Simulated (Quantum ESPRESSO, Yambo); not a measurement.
Levels of theory for the gap of CsLiBr$_{2}$

CsLiBr$_{2}$ (space group P4/nmm, No. 129): one geometry, one set of PBEsol (pw.x of Quantum ESPRESSO, ONCV potentials, scalar-relativistic) orbitals, self-energies from Yambo (2×2×1 Γ-centred k mesh, bands 3 to 471 and a 8 Ry block in the screening, 471 bands in G with the Bruneval-Gonze terminator, plasmon pole fitted at 27.2 eV).

The geometry is that of Materials Project entry mp-23057, symmetrised and not relaxed again.

```csv
level,gap M → Γ (eV),direct gap at Γ (eV),rough Yambo cost
PBEsol (Quantum ESPRESSO),4.14,4.42,–
exchange only (Hartree-Fock self-energy on PBEsol orbitals),11.58,12.01,about 1/60 (6 states)
static COHSEX@PBEsol,7.61,7.96,about 1/2 (3 states)
"G0W0@PBEsol, plasmon pole",6.34,6.71,1 (6 states)
```

Bare exchange has no screening and gives the widest gap; static COHSEX screens it but leaves out the frequency dependence, which G0W0 restores.

Costs are rough ratios of core time on shared machines.

Nearest settings tried, and what they do to the gap: 292 bands in W, 292 bands in G: -54 meV; 7 Ry block (543 vectors against 701): -40 meV. Not varied: mesh. So the settings aren't converged at that level. The k mesh is coarse.

Spin-orbit splittings are left out.

The structure is a Materials Project entry; no match was found in the copy of COD used, and its stability was not checked.
